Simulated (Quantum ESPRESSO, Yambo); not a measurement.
# Quasiparticle gap of Sr2OsH6

Space group Fm-3m (No. 225); a = b = c = 7.6246 Å, α = β = γ = 90.00°

```csv
atom,site,symmetry,x,y,z
H,24e,4m.m,0.0000,0.0000,0.2261
Sr,8c,-43m,0.2500,0.2500,0.2500
Os,4a,m-3m,0.0000,0.0000,0.0000
```
(The calculation used a cell of 9 atoms; values per cell refer to that cell.)

The geometry is that of Materials Project entry mp-1078677, symmetrised and not relaxed again.

Starting point: PBEsol (Quantum ESPRESSO, PseudoDojo norm-conserving, 74 Ry, without SOC). G0W0 in Yambo: 4×4×4 Γ-centred k mesh, bands 5 to 159 and a 7 Ry block in the screening, 159 bands in G with the Bruneval-Gonze terminator, plasmon pole fitted at 27.2 eV.

```json
{
  "PBEsol gap along the band path": "2.32 eV",
  "PBEsol gap between the mesh's edge points (Γ → X)": "2.32 eV",
  "G0W0 gap between the same points": "3.63 eV",
  "PBEsol smallest direct gap on the mesh (at X)": "2.38 eV",
  "G0W0 direct gap at that point": "3.66 eV"
}
```

| k point | band | E PBEsol (eV) | E QP (eV) | shift (eV) | Z |
|---|---|---|---|---|---|
| Γ | VB | 0.00 | -0.47 | -0.47 | 0.79 |
| Γ | CB | 3.88 | 4.44 | 0.56 | 0.84 |
| X | VB | -0.06 | -0.50 | -0.44 | 0.79 |
| X | CB | 2.32 | 3.16 | 0.84 | 0.83 |

Energies count from the PBEsol valence-band maximum.

Nearest settings tried, and what they do to the gap: 123 bands in W, 123 bands in G: -7 meV; 6 Ry block (181 vectors against 283): -26 meV; 2×2×2 mesh: -41 meV. So the settings aren't converged at that level.

Without spin-orbit coupling, band edges of such heavy elements can be off by tenths of an eV.

The structure is a Materials Project entry; no match was found in the copy of COD used, and its stability was not checked.
